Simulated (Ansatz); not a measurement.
**AgCl — XPS core lines**

Cell: a COD entry, ions relaxed with PBE at fixed cell, repeated to a supercell; a hole's nearest image is 7.7 Å away.

```cif
data_AgCl
_symmetry_space_group_name_H-M 'Fm-3m'
_symmetry_Int_Tables_number 225
_cell_length_a 5.4700
_cell_length_b 5.4700
_cell_length_c 5.4700
_cell_angle_alpha 90.000
_cell_angle_beta 90.000
_cell_angle_gamma 90.000
loop_
_atom_site_label
_atom_site_type_symbol
_atom_site_symmetry_multiplicity
_atom_site_Wyckoff_symbol
_atom_site_fract_x
_atom_site_fract_y
_atom_site_fract_z
Ag1 Ag 4 a 0.0000 0.0000 0.0000
Cl9 Cl 4 b 0.5000 0.5000 0.5000
```

One atom of each set is listed; the run and its k-mesh use a cell of 16 atoms with edges of 7.74, 7.74, 7.74 Å.

Computed with Ansatz: DFT, PBE, plane waves and PAW, scalar-relativistic, 420 eV cutoff, Γ-centred 3×3×3 k-points, fixed occupations.

Each value is a total-energy difference between the cell with one core hole and the ground state (ΔSCF), counted from the top of the valence band. The cell with the hole is spin-polarised, as the shell with the hole is left with one unpaired spin. The periodic images are corrected with the calculated ε∞ = 5.24.

Task: What binding energies does the calculation give for Ag 3d, Cl 2p?

Result: 

```csv
line,atom,first shell,E_B (eV),j = l + ½ / j = l − ½ (eV)
Ag 3d,1,6 Cl at 2.73 Å,367.0,364.6 / 370.6
Cl 2p,9,6 Ag at 2.73 Å,198.0,197.5 / 199.1
```

For p, d and f shells E_B is the weighted mean of the two lines, whose splitting comes from the free atom's Dirac orbitals.

The program doubts some values: the cell is too small to check the potential alignment. Absolute PBE values can be off by an eV or more, and the 3d and 4f lines of heavy atoms by several eV. Multiplets, satellites and widths aren't calculated.

The run took 52 s of wall time (52 s of CPU time) and 0.89 GiB at its peak, on 1 thread of Arm Neoverse V2 (aarch64; 8 cores open to the job, memory cap 3.0 GiB, no GPU), a shared host with a load of 0.4 a core.
